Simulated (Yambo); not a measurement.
ZnSe (zinc blende, space group F-43m, No. 216) under isotropic strain of -3 % on all lattice vectors; a = b = c = 3.864 Å, α = β = γ = 60.00°. With the G0W0 scissor the direct gap on the mesh is 3.21 eV.

Task: Can the lowest exciton of this BSE run be trusted, and with what binding energy? (Yambo, PBEsol bands; 8×8×8 mesh, 3 valence and 1 conduction bands, static screening with 32 bands and a 4 Ry block, scissor 1.60 eV, Tamm-Dancoff.)

Result: No. The lowest state covers only about 1 of the 512 k points, so the mesh doesn't resolve it: its energy and its distance from the direct gap are mesh artefacts. An extended exciton needs a far denser mesh. The scissor comes from a G0W0 run whose convergence isn't established. Spin-orbit splittings are left out.

The standard potential for Se keeps a d shell in the valence without the s and p states of that shell. In tests on such compounds this moved G0W0 gaps by up to about 0.9 eV, so absolute quasiparticle energies here are unreliable; differences between settings are what counts.

Geometry strained from the cell relaxed with PBEsol, atoms relaxed again.
